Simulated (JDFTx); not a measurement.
```yaml
surface: TiC(100), C/Ti outermost, slab composition Ti4C4
bulk: TiC, Fm-3m, lattice of mp-631 (not re-optimised)
slab: 8 atoms in 4 planes, 1x1, 6.6 Å between the outermost planes
in-plane cell: 3.063 × 3.063 Å, 9.38 Å²
cell_height: 22.5 Å
sampling: 8×8×1 k mesh, Fermi smearing 0.01 Ha, no spin polarisation
```

Whether this polymorph is the ambient one wasn't checked. Neither spin polarisation nor a larger cell was tried.

Computed with JDFTx (a modified build): PBE, GBRV ultrasoft potentials, plane waves to 20/100 Ha. Liquid: CANDLE, water, 0.5 M KF; nuclei fixed. Potentials are counted from the potential of zero charge; σ repeats to about 1 %.

```csv
U − U_pzc (V),"σ (μC/cm², per face)"
0.14,1.59
0.49,5.36
0.69,withheld
0.89,9.79
1.35,15.00
```

### Question
Fit σ = C₀x + bx² (x = U − U_pzc) to the other rows by least squares, predict the withheld value, and compare with the run.

### Answer
The fit gives C₀ (μF/cm²) = 10.9, b (μF/cm²/V) = 0.177, with a root-mean-square miss of 0.03 μC/cm² on its own rows. It predicts 7.6 μC/cm²; the run gives 7.6 μC/cm², the same to these digits.
